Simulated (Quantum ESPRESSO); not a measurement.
## Al7GaN8 (one run as intended and one with a planted mistake)

Computed values, not a measurement. The program is pw.x of Quantum ESPRESSO 7.5 (plane-wave density functional theory). The cell is made up: 16 atoms on a doubled wurtzite lattice, with randomly drawn elements, strain and displacements, not relaxed. PseudoDojo standard norm-conserving files (v0.5 for PBE, v0.4.1 for LDA and PBEsol) set the functional; there is no spin polarisation, spin-orbit coupling or dispersion term, and the masses in the input are unused placeholders.

Intended input:

```
&control calculation='scf', pseudo_dir='./dojo.nc.sr.pbe.v0_5.standard.upf', outdir='./o', disk_io='low', tprnfor=.true., tstress=.true. /
&system ibrav=0, nat=16, ntyp=3, nbnd=43, ecutwfc=84.00895049, nosym=.true., tot_charge=0,
 occupations='smearing', smearing='fd', degauss=0.0018374661
/
&electrons conv_thr=7.350e-09, electron_maxstep=60, /
ATOMIC_SPECIES
Al 1.0 Al.upf
Ga 1.0 Ga.upf
N 1.0 N.upf
CELL_PARAMETERS angstrom
3.0658 0.0 0.0
0.0 5.3101 0.0
0.0 0.0 10.0129
ATOMIC_POSITIONS angstrom
Al 0.097 0.2126 -0.023
Al 1.617 2.6255 0.043
Al 1.4945 1.019 2.5276
Al -0.0607 3.4549 2.677
Al -0.0315 -0.0687 4.9276
Al 1.4533 2.4967 4.9907
Ga 1.5111 0.9218 7.5571
Al 0.1046 3.5081 7.5003
N 0.0214 0.017 1.8591
N 1.5614 2.6417 1.7768
N 1.5661 1.0163 4.3482
N 0.105 3.4789 4.2868
N -0.0201 -0.1607 6.9265
N 1.6384 2.7659 6.918
N 1.5738 0.8552 9.3295
N 0.0296 3.6529 9.43
K_POINTS automatic
7 4 2 1 1 1
```

The log is shortened where brackets say so; the opening notice, blank lines, dates and the lines on written files are dropped, and the path of the files is cut. It prints rydbergs, bohrs and kilobars, and counts compression as positive stress. Where no state is partly filled, the Fermi energy that it prints is only some level between the filled and the empty states on the mesh, and need not lie in the true gap.

Log of the intended run:

```
     Program PWSCF v.7.5
     Parallel version (MPI & OpenMP), running on       4 processor cores
     Number of MPI processes:                 4
     Threads/MPI process:                     1
     [start-up lines left out]
     bravais-lattice index     =            0
     lattice parameter (alat)  =       5.7935  a.u.
     unit-cell volume          =    1100.0261 (a.u.)^3
     number of atoms/cell      =           16
     number of atomic types    =            3
     number of electrons       =        74.00
     number of Kohn-Sham states=           43
     kinetic-energy cutoff     =      84.0090  Ry
     charge density cutoff     =     336.0358  Ry
     scf convergence threshold =      7.3E-09
     mixing beta               =       0.7000
     number of iterations used =            8  plain     mixing
     Exchange-correlation= PBE
                           (   1   4   3   4   0   0   0)
     [axes and pseudopotential details left out]
   Cartesian axes
     site n.     atom                  positions (alat units)
         1        Al     tau(   1) = (   0.0316394   0.0693457  -0.0075021  )
         2        Al     tau(   2) = (   0.5274317   0.8563833   0.0140257  )
         3        Al     tau(   3) = (   0.4874747   0.3323765   0.8244504  )
         4        Al     tau(   4) = (  -0.0197991   1.1269163   0.8731816  )
         5        Al     tau(   5) = (  -0.0102746  -0.0224085   1.6072803  )
         6        Al     tau(   6) = (   0.4740361   0.8143715   1.6278622  )
         7        Ga     tau(   7) = (   0.4928893   0.3006719   2.4649684  )
         8        Al     tau(   8) = (   0.0341183   1.1442690   2.4464414  )
         9        N      tau(   9) = (   0.0069802   0.0055450   0.6063996  )
        10        N      tau(  10) = (   0.5092961   0.8616674   0.5795551  )
        11        N      tau(  11) = (   0.5108291   0.3314959   1.4182921  )
        12        N      tau(  12) = (   0.0342488   1.1347446   1.3982647  )
        13        N      tau(  13) = (  -0.0065562  -0.0524170   2.2592798  )
        14        N      tau(  14) = (   0.5344119   0.9021789   2.2565073  )
        15        N      tau(  15) = (   0.5133407   0.2789484   3.0430883  )
        16        N      tau(  16) = (   0.0096549   1.1914998   3.0758693  )
     number of k points=    28  Fermi-Dirac smearing, width (Ry)=  0.0018
                       cart. coord. in units 2pi/alat
        k(    1) = (   0.0714286   0.0721691   0.0765463), wk =   0.0714286
        k(    2) = (   0.0714286   0.0721691  -0.0765463), wk =   0.0714286
     [further k points left out]
     Dense  grid:   114293 G-vectors     FFT dimensions: (  36,  60, 120)
     Estimated max dynamical RAM per process >     235.20 MB
     Estimated total dynamical RAM >     857.08 MB
     Initial potential from superposition of free atoms
     starting charge      73.9801, renormalised to      74.0000
     Starting wfcs are   69 randomized atomic wfcs
     total cpu time spent up to now is        3.9 secs
     per-process dynamical memory:   178.0 Mb
     Self-consistent Calculation
     iteration #  1     ecut=    84.01 Ry     beta= 0.70
     Davidson diagonalization with overlap
     ethr =  1.00E-02,  avg # of iterations =  3.0
     total cpu time spent up to now is        9.7 secs
     total energy              =    -350.32463946 Ry
     estimated scf accuracy    <       5.19606957 Ry
     iteration #  2     ecut=    84.01 Ry     beta= 0.70
     Davidson diagonalization with overlap
     ethr =  7.02E-03,  avg # of iterations =  2.1
     total cpu time spent up to now is       15.0 secs
     total energy              =    -351.70893615 Ry
     estimated scf accuracy    <       4.16533032 Ry
     [iterations 3 to 13 left out]
     iteration # 14     ecut=    84.01 Ry     beta= 0.70
     Davidson diagonalization with overlap
     ethr =  5.40E-11,  avg # of iterations =  2.0
     total cpu time spent up to now is       75.4 secs
     total energy              =    -352.53521542 Ry
     estimated scf accuracy    <       0.00000002 Ry
     iteration # 15     ecut=    84.01 Ry     beta= 0.70
     Davidson diagonalization with overlap
     ethr =  2.72E-11,  avg # of iterations =  2.0
     total cpu time spent up to now is       79.7 secs
     End of self-consistent calculation
     [lines on levels left out]
     the Fermi energy is     9.4643 ev
!    total energy              =    -352.53521541 Ry
     estimated scf accuracy    <          4.3E-09 Ry
     smearing contrib. (-TS)   =      -0.00000000 Ry
     internal energy E=F+TS    =    -352.53521541 Ry
     The total energy is F=E-TS. E is the sum of the following terms:
     one-electron contribution =    -127.69831542 Ry
     hartree contribution      =     117.73090956 Ry
     xc contribution           =    -108.08491203 Ry
     ewald contribution        =    -234.48289753 Ry
     convergence has been achieved in  15 iterations
     Forces acting on atoms (cartesian axes, Ry/au):
     atom    1 type  1   force =    -0.06702748   -0.17492039    0.05472068
     atom    2 type  1   force =    -0.01915072    0.11303437   -0.12105333
     atom    3 type  1   force =     0.02362967   -0.12257560   -0.08499766
     atom    4 type  1   force =     0.01627637    0.06687380   -0.37564759
     atom    5 type  1   force =     0.02172840    0.02273710    0.04832560
     atom    6 type  1   force =     0.05533878    0.25303094    0.14031637
     atom    7 type  2   force =     0.00958351   -0.04326156   -0.11878146
     atom    8 type  1   force =    -0.00836690   -0.00152829    0.10918547
     atom    9 type  3   force =    -0.01967423    0.01903509    0.07374246
     atom   10 type  3   force =    -0.02539279    0.03869891    0.16014869
     atom   11 type  3   force =    -0.00491223   -0.28035645   -0.02411782
     atom   12 type  3   force =    -0.04610781    0.02291198    0.25408255
     atom   13 type  3   force =     0.00549414    0.14751154   -0.11111437
     atom   14 type  3   force =    -0.02379968   -0.09533366   -0.08792097
     atom   15 type  3   force =     0.05573507    0.09702979    0.09703285
     atom   16 type  3   force =     0.02664591   -0.06288754   -0.01392147
     Total force =     0.781928     Total SCF correction =     0.000124
     Computing stress (Cartesian axis) and pressure
          total   stress  (Ry/bohr**3)                   (kbar)     P=      190.95
   0.00086318  -0.00002965   0.00008977          126.98       -4.36       13.21
  -0.00002965   0.00139095   0.00009493           -4.36      204.62       13.96
   0.00008977   0.00009493   0.00164003           13.21       13.96      241.26
     init_run     :      3.69s CPU      3.85s WALL (       1 calls)
     electrons    :     74.88s CPU     75.79s WALL (       1 calls)
     forces       :      1.21s CPU      1.24s WALL (       1 calls)
     stress       :      3.54s CPU      3.64s WALL (       1 calls)
     [timing details left out]
     PWSCF        :   1m23.40s CPU   1m24.66s WALL
     JOB DONE.
```

A second run has one planted mistake: the cell and the positions are scaled by a wrong factor. The input lines that differ, file-writing options aside:

```
- 3.0658 0.0 0.0
+ 3.025 0.0 0.0
- 0.0 5.3101 0.0
+ 0.0 5.2395 0.0
- 0.0 0.0 10.0129
+ 0.0 0.0 9.8797
- Al 0.097 0.2126 -0.023
+ Al 0.0957 0.2098 -0.0227
- Al 1.617 2.6255 0.043
+ Al 1.5955 2.5906 0.0424
- Al 1.4945 1.019 2.5276
+ Al 1.4746 1.0054 2.494
- Al -0.0607 3.4549 2.677
+ Al -0.0599 3.4089 2.6414
- Al -0.0315 -0.0687 4.9276
+ Al -0.0311 -0.0678 4.8621
- Al 1.4533 2.4967 4.9907
+ Al 1.434 2.4635 4.9243
- Ga 1.5111 0.9218 7.5571
+ Ga 1.491 0.9095 7.4566
- Al 0.1046 3.5081 7.5003
+ Al 0.1032 3.4614 7.4005
- N 0.0214 0.017 1.8591
+ N 0.0211 0.0168 1.8344
- N 1.5614 2.6417 1.7768
+ N 1.5406 2.6066 1.7532
- N 1.5661 1.0163 4.3482
+ N 1.5453 1.0028 4.2904
- N 0.105 3.4789 4.2868
+ N 0.1036 3.4326 4.2298
- N -0.0201 -0.1607 6.9265
+ N -0.0198 -0.1586 6.8344
- N 1.6384 2.7659 6.918
+ N 1.6166 2.7291 6.826
- N 1.5738 0.8552 9.3295
+ N 1.5529 0.8438 9.2054
- N 0.0296 3.6529 9.43
+ N 0.0292 3.6043 9.3046
```

Its log:

```
     Program PWSCF v.7.5
     Parallel version (MPI & OpenMP), running on       4 processor cores
     Number of MPI processes:                 4
     Threads/MPI process:                     1
     [start-up lines left out]
     bravais-lattice index     =            0
     lattice parameter (alat)  =       5.7164  a.u.
     unit-cell volume          =    1056.7094 (a.u.)^3
     number of atoms/cell      =           16
     number of atomic types    =            3
     number of electrons       =        74.00
     number of Kohn-Sham states=           43
     kinetic-energy cutoff     =      84.0090  Ry
     charge density cutoff     =     336.0358  Ry
     scf convergence threshold =      7.3E-09
     mixing beta               =       0.7000
     number of iterations used =            8  plain     mixing
     Exchange-correlation= PBE
                           (   1   4   3   4   0   0   0)
     [axes and pseudopotential details left out]
   Cartesian axes
     site n.     atom                  positions (alat units)
         1        Al     tau(   1) = (   0.0316364   0.0693554  -0.0075041  )
         2        Al     tau(   2) = (   0.5274380   0.8563967   0.0140165  )
         3        Al     tau(   3) = (   0.4874711   0.3323636   0.8244628  )
         4        Al     tau(   4) = (  -0.0198017   1.1269091   0.8731901  )
         5        Al     tau(   5) = (  -0.0102810  -0.0224132   1.6073058  )
         6        Al     tau(   6) = (   0.4740496   0.8143802   1.6278678  )
         7        Ga     tau(   7) = (   0.4928926   0.3006612   2.4649917  )
         8        Al     tau(   8) = (   0.0341157   1.1442645   2.4464463  )
         9        N      tau(   9) = (   0.0069752   0.0055537   0.6064132  )
        10        N      tau(  10) = (   0.5092893   0.8616860   0.5795702  )
        11        N      tau(  11) = (   0.5108430   0.3315041   1.4183140  )
        12        N      tau(  12) = (   0.0342479   1.1347438   1.3982810  )
        13        N      tau(  13) = (  -0.0065455  -0.0524298   2.2593058  )
        14        N      tau(  14) = (   0.5344132   0.9021818   2.2565289  )
        15        N      tau(  15) = (   0.5133554   0.2789421   3.0431074  )
        16        N      tau(  16) = (   0.0096529   1.1915041   3.0759008  )
     number of k points=    28  Fermi-Dirac smearing, width (Ry)=  0.0018
                       cart. coord. in units 2pi/alat
        k(    1) = (   0.0714286   0.0721681   0.0765458), wk =   0.0714286
        k(    2) = (   0.0714286   0.0721681  -0.0765458), wk =   0.0714286
     [further k points left out]
     Dense  grid:   109897 G-vectors     FFT dimensions: (  36,  60, 120)
     Estimated max dynamical RAM per process >     226.88 MB
     Estimated total dynamical RAM >     827.03 MB
     Initial potential from superposition of free atoms
     starting charge      73.9801, renormalised to      74.0000
     Starting wfcs are   69 randomized atomic wfcs
     total cpu time spent up to now is        4.0 secs
     per-process dynamical memory:   172.2 Mb
     Self-consistent Calculation
     iteration #  1     ecut=    84.01 Ry     beta= 0.70
     Davidson diagonalization with overlap
     ethr =  1.00E-02,  avg # of iterations =  3.0
     total cpu time spent up to now is       10.0 secs
     total energy              =    -350.24772376 Ry
     estimated scf accuracy    <       5.28425075 Ry
     iteration #  2     ecut=    84.01 Ry     beta= 0.70
     Davidson diagonalization with overlap
     ethr =  7.14E-03,  avg # of iterations =  2.2
     total cpu time spent up to now is       15.1 secs
     total energy              =    -351.69642067 Ry
     estimated scf accuracy    <       3.87820240 Ry
     [iterations 3 to 13 left out]
     iteration # 14     ecut=    84.01 Ry     beta= 0.70
     Davidson diagonalization with overlap
     ethr =  3.97E-11,  avg # of iterations =  2.0
     total cpu time spent up to now is       77.0 secs
     total energy              =    -352.46334836 Ry
     estimated scf accuracy    <          9.6E-09 Ry
     iteration # 15     ecut=    84.01 Ry     beta= 0.70
     Davidson diagonalization with overlap
     ethr =  1.30E-11,  avg # of iterations =  2.0
     total cpu time spent up to now is       81.8 secs
     End of self-consistent calculation
     [lines on levels left out]
     the Fermi energy is    10.0283 ev
!    total energy              =    -352.46334836 Ry
     estimated scf accuracy    <          1.2E-09 Ry
     smearing contrib. (-TS)   =      -0.00000000 Ry
     internal energy E=F+TS    =    -352.46334836 Ry
     The total energy is F=E-TS. E is the sum of the following terms:
     one-electron contribution =    -123.09445459 Ry
     hartree contribution      =     116.79849611 Ry
     xc contribution           =    -108.52434194 Ry
     ewald contribution        =    -237.64304794 Ry
     convergence has been achieved in  15 iterations
     Forces acting on atoms (cartesian axes, Ry/au):
     atom    1 type  1   force =    -0.07343392   -0.18420593    0.06042633
     atom    2 type  1   force =    -0.02116002    0.11698680   -0.13469408
     atom    3 type  1   force =     0.02584402   -0.13312834   -0.08884970
     atom    4 type  1   force =     0.01707596    0.07186756   -0.40831003
     atom    5 type  1   force =     0.02393404    0.02476651    0.05097133
     atom    6 type  1   force =     0.06179856    0.27851039    0.15588190
     atom    7 type  2   force =     0.00864192   -0.04371996   -0.13402931
     atom    8 type  1   force =    -0.00718729   -0.00700577    0.11894145
     atom    9 type  3   force =    -0.02303581    0.01450335    0.07919749
     atom   10 type  3   force =    -0.02991104    0.04742987    0.17017021
     atom   11 type  3   force =    -0.00500467   -0.30889685   -0.02689666
     atom   12 type  3   force =    -0.05133468    0.02393011    0.28154257
     atom   13 type  3   force =     0.00449150    0.16042624   -0.12099222
     atom   14 type  3   force =    -0.02288909   -0.10102126   -0.09575433
     atom   15 type  3   force =     0.06292960    0.10305489    0.10564311
     atom   16 type  3   force =     0.02924092   -0.06349760   -0.01324806
     Total force =     0.852192     Total SCF correction =     0.000090
     Computing stress (Cartesian axis) and pressure
          total   stress  (Ry/bohr**3)                   (kbar)     P=      300.33
   0.00151656  -0.00003409   0.00011620          223.09       -5.02       17.09
  -0.00003409   0.00214534   0.00010942           -5.02      315.59       16.10
   0.00011620   0.00010942   0.00246294           17.09       16.10      362.31
     init_run     :      3.25s CPU      3.41s WALL (       1 calls)
     electrons    :     76.75s CPU     77.81s WALL (       1 calls)
     forces       :      1.26s CPU      1.31s WALL (       1 calls)
     stress       :      3.66s CPU      3.79s WALL (       1 calls)
     [timing details left out]
     PWSCF        :   1m25.52s CPU   1m27.01s WALL
     JOB DONE.
```

|  | intended run | run with the mistake |
| --- | --- | --- |
| free energy (eV) | -4796.486 | -4795.508 |
| smearing term -TS (eV) | 0.0000 | 0.0000 |
| pressure (GPa) | 19.09 | 30.03 |
| largest force component (eV/Å) | 9.658 | 10.498 |
| largest change of a force component (eV/Å) |  | 0.840 |
| iterations | 15 | 15 |

For scale, a rerun of the intended cell at a cutoff of 1437 eV and k mesh 9 x 6 x 4 moved values by no more than 0.005 eV in energy, 0.04 GPa in stress and 0.002 eV/Å in force.